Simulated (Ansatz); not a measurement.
Below is a relaxed structure of Al₄Cu. The cell was found from a structure generator's guess, not taken from experiment.

Theory: DFT PBE, scalar-relativistic, plane waves, PAW in Ansatz. Cutoff 420 eV, Γ-centred mesh, Gaussian smearing, no spin polarisation.

```cif
data_structure
_symmetry_space_group_name_H-M 'P 1'
_symmetry_Int_Tables_number 1
_cell_length_a 2.8241
_cell_length_b 2.8241
_cell_length_c 22.4309
_cell_angle_alpha 90.000
_cell_angle_beta 90.000
_cell_angle_gamma 120.000
_cell_volume 154.93
loop_
_atom_site_label
_atom_site_type_symbol
_atom_site_fract_x
_atom_site_fract_y
_atom_site_fract_z
_atom_site_occupancy
Al1 Al 0.33333 0.66667 0.89405 1
Al2 Al 0.33333 0.66667 0.10595 1
Al3 Al 0.33333 0.66667 0.31869 1
Al4 Al 0.33333 0.66667 0.50000 1
Al5 Al 0.33333 0.66667 0.68131 1
Al6 Al 0.66667 0.33333 0.00000 1
Al7 Al 0.66667 0.33333 0.21281 1
Al8 Al 0.66667 0.33333 0.78719 1
Cu1 Cu 0.66667 0.33333 0.41005 1
Cu2 Cu 0.66667 0.33333 0.58995 1
```

Energies over the elements count from the elements' standard structures at the same level, with no fitted energy shifts.

Problem. What space group does it have?

Solution. P-6m2 (No. 187), with Al and Cu ordered on hcp sites. Conventional cell: a = 2.824 Å, c = 22.431 Å. Al on a site of symmetry 3m has 12 Al at 2.82–2.90 Å; Al on a second site of symmetry 3m has 3 Cu at 2.62 Å and 9 Al at 2.82–2.88 Å; Al on a site of symmetry -6m2 has 6 Cu at 2.59 Å and 6 Al at 2.82 Å; Cu has 6 Al at 2.59–2.62 Å and 6 Cu at 2.82 Å; 2 more sites not described.

Problem. How far does it lie from the elements in energy?

Solution. −0.02 eV/atom. The formation energy is too near zero to say whether this cell lies below the elements.

Problem. Is it a metal?

Solution. Yes, bands cross the Fermi level on the 18×18×2 mesh.

The last run used an 18×18×2 mesh (in the run's order of axes) for its 10-atom cell and Gaussian smearing of 0.10 eV. For metals, differences of a few meV/atom aren't resolved. A structure relaxed within its symmetry needn't be a true minimum.
